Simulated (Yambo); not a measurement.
G0W0@PBEsol for Na2CO3 (space group C2/m, No. 12) in Yambo. Reference settings: 2×2×2 Γ-centred k mesh, bands 5 to 208 and a 7 Ry block in the screening, 208 bands in G with the Bruneval-Gonze terminator, plasmon pole fitted at 27.2 eV. The PBEsol gap (0, 0, -0.5) → Γ on this mesh is 4.13 eV; G0W0 gaps are taken between the same points.

The settings were changed. The gap went from 7.09 eV to 6.83 eV, and the shift of the valence edge from -1.74 eV to -1.33 eV.

### Question
Name the change that produced these shifts.
A. 65 bands in W, 65 bands in G, 3 Ry block
B. 65 bands in W, 65 bands in G, 2 Ry block
C. exchange cut at 20 Ry
D. 65 bands in W, 65 bands in G, 4 Ry block

### Answer
C, exchange cut at 20 Ry. The others gave (gap, valence shift): 65 bands in W, 65 bands in G, 2 Ry block: 8.25, -2.31 eV; 65 bands in W, 65 bands in G, 3 Ry block: 7.91, -1.92 eV; 65 bands in W, 65 bands in G, 4 Ry block: 7.82, -1.80 eV.

Geometry of the Materials Project entry, not relaxed at this level; primitive cell a = 5.1207 Å, b = 5.1207 Å, c = 5.9217 Å, α = 101.29°, β = 101.29°, γ = 61.87°.

A shift is the quasiparticle energy of the state minus its PBEsol energy.
